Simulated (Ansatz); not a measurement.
A relaxed structure of P₂Pd is spoiled in several ways and relaxed again each time (noise and exchanges are one random draw each; squeezed and stretched starts keep its symmetry, which their runs cannot lower; pressure is positive under compression). Level of theory: r2SCAN (plane waves to 500 eV, PAW, scalar-relativistic; Ansatz, a first-principles code).

Space group C2/c (No. 15); a = 6.894 Å, b = 5.865 Å, c = 5.886 Å, α = γ = 90.00°, β = 121.69°

| atom | site | symmetry | x | y | z |
|---|---|---|---|---|---|
| P | 8f | 1 | 0.1862 | 0.1241 | 0.3340 |
| Pd | 4c | -1 | 0.2500 | 0.2500 | 0.0000 |
(The calculation used a cell of 6 atoms; values per cell refer to that cell.)

```
change                                                                                                              first pressure (GPa)  largest first force (eV/Å)  released (eV/atom)  moves                outcome  final group  E − E(parent) (eV/atom)
------------------------------------------------------------------------------------------------------------------  --------------------  --------------------------  ------------------  -----  ---------------------  -----------  -----------------------
with every coordinate shifted by Gaussian noise of σ = 0.45 Å                                                                          –                           –                 2.4     10  returns to the parent         C2/c                    0.000
stretched uniformly to 130 % of its volume                                                                                         -19.0                        0.60                0.39      9  returns to the parent         C2/c                    0.000
deformed by the Cartesian strain tensor (xx, yy, zz, yz, xz, xy) = (0.144, -0.085, -0.132, -0.037, -0.010, -0.036)                     …                        4.53                   …      9                      …            …                        …
doubled along one cell vector, shaken by Gaussian noise of σ = 0.08 Å a coordinate                                                   1.2                        3.74                0.11      5  returns to the parent         C2/c                    0.000
```

### Question
Complete the blanks.

### Answer

- deformed by the Cartesian strain tensor (xx, yy, zz, yz, xz, xy) = (0.144, -0.085, -0.132, -0.037, -0.010, -0.036), first pressure (GPa): 29.0
- deformed by the Cartesian strain tensor (xx, yy, zz, yz, xz, xy) = (0.144, -0.085, -0.132, -0.037, -0.010, -0.036), released (eV/atom): 0.54
- deformed by the Cartesian strain tensor (xx, yy, zz, yz, xz, xy) = (0.144, -0.085, -0.132, -0.037, -0.010, -0.036), outcome: returns to the parent
- deformed by the Cartesian strain tensor (xx, yy, zz, yz, xz, xy) = (0.144, -0.085, -0.132, -0.037, -0.010, -0.036), final group: C2/c
- deformed by the Cartesian strain tensor (xx, yy, zz, yz, xz, xy) = (0.144, -0.085, -0.132, -0.037, -0.010, -0.036), E − E(parent) (eV/atom): 0.000

First-step values come from each run's starting, coarser k-mesh (6×6×5, 5×5×4, 3×6×5). Each cell has its own k-point mesh; energy differences are given only to the digits this allows. No spin polarisation in the result.

The relaxation started from an entry of Materials Project.
